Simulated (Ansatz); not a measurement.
Consider the following.

InP:
```cif
data_In4P4
_chemical_formula_sum 'In4 P4'
_space_group_name_H-M_alt 'P 1'
_space_group_IT_number 1
_cell_length_a 7.20287
_cell_length_b 7.20287
_cell_length_c 4.18710
_cell_angle_alpha 90.000
_cell_angle_beta 90.000
_cell_angle_gamma 90.000
loop_
_space_group_symop_operation_xyz
  'x, y, z'
loop_
_atom_site_label
_atom_site_type_symbol
_atom_site_fract_x
_atom_site_fract_y
_atom_site_fract_z
_atom_site_occupancy
In1 In 0.32234 0.67766 0.00000 1
In2 In 0.67766 0.32234 0.00000 1
In3 In 0.82234 0.82234 0.50000 1
In4 In 0.17766 0.17766 0.50000 1
P1 P 0.31834 0.31834 0.00000 1
P2 P 0.68166 0.68166 0.00000 1
P3 P 0.18166 0.81834 0.50000 1
P4 P 0.81834 0.18166 0.50000 1
```

This is the r²SCAN-relaxed structure.

Question: All from plane-wave PAW r²SCAN (Ansatz code), unless another level is named. Give the formation energy from the elements (no fitted shifts).

Answer: -0.31 eV/atom.

Question: And the electron effective mass with spin–orbit coupling?

Answer: 0.081, 0.090, 0.090 mₑ (principal values).

Question: Predict the HSE06 gap on the r²SCAN cell.

Answer: 1.49 eV.

Question: Predict the hole effective mass.

Answer: 0.22, 1.0, 2.0 mₑ (principal values).

Question: And the weight of the valence-edge state by species (Voronoi cells)?

Answer: P 82 %, In 18 %.

Question: Give the valence-band maximum.

Answer: on the M–Γ line, 93 % of the way from M.

Space group P4_2/mnm. The start of the workflow was typed in or built on a structure type; neither database checked (COD, Materials Project) lists it. It is not the phase usual at ambient conditions (space group No. 216). Symmetry was held in the r²SCAN relaxation; whether a distortion lowers the energy is not shown. The volume moved by 22 % from the start of the relaxation. The references are the lowest solids computed at this level, not always the standard phases. Scalar-relativistic: spin–orbit coupling is off unless named, which matters more the heavier the elements.

Potentials: the earlier of the program's two PAW sets.
